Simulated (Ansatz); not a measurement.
Slab of fcc Rh (100), 3 layers

The slab is cut from the fcc crystal, the stable phase, as relaxed on PAW files (14.05 Å³/atom), with 16 Å of vacuum and a dipole correction:

```
CELL_PARAMETERS angstrom
2.70851 0.00000 0.00000
0.00000 2.70851 0.00000
0.00000 0.00000 19.83040
ATOMIC_POSITIONS crystal
Rh 0.00000 0.00000 0.40342
Rh 0.50000 0.50000 0.50000
Rh 0.00000 0.00000 0.59658
```

All numbers are PBE results (scalar-relativistic) from Ansatz 0.2.0, with a Γ-centred 13×13×1 k mesh, Fermi–Dirac smearing of 0.05 eV, no spin polarisation. Methods: LAPW: all electrons, basis error target 1 meV/atom; PAW: frozen-core files, cutoff 420 eV.

The bulk energy comes from a cell in the slab's orientation on a 13×13×10 mesh. The surface energy is (E(slab) − N·E(bulk))/2A at zero smearing, the mean of both faces; thin slabs carry quantum-size effects.

The cell is 1×1, so reconstructions are forbidden, and in slabs of four or five layers the relaxations can be far larger than at a real surface.

Q: As cut, the LAPW slab lies 2.203 eV above 3 atoms of bulk. What surface energy is that?

A: Over two faces of 7.34 Å² it is 150.1 meV/Å², and times 16.02 J/m² per eV/Å² that gives γ = 2.405 J/m².

Q: What do relaxation and the other method give, and what work function comes out?

A: 

```tsv
method	γ as cut (J/m²)	γ relaxed (J/m²)	Φ as cut (eV)	Φ relaxed (eV)
LAPW	2.405	2.350	4.93	4.90
PAW	2.402	2.346	4.93	4.90
```

Q: How do the spacings between the planes relax?

A: From the bottom face up: d12 -4.0 % of 1.915 Å, d23 -4.0 % of 1.915 Å.

Q: A field of 0.1 V/Å is applied along the normal, atoms held. What follows?

A: LAPW finds an induced dipole of 0.0283 e·Å a cell (PAW 0.0283), that is 6.98 Å for 4πα over the area, against 3.68 Å between the outer atoms.

Q: What changes if the images along the normal are cut off in place of the dipole correction?

A: LAPW then gives: no gap, work function 4.90 eV; PAW: no gap, work function 4.90 eV.

Q: A 3d core hole is made on one atom of each kind in every 1×1 cell (PAW hole dataset, neutral cell, valence without spin). What does it cost by layer?

A: layer 1 306.00 eV, layer 2 306.73 eV. Shifts between layers mean more than the absolute values, and a whole layer of holes screens otherwise than one hole.
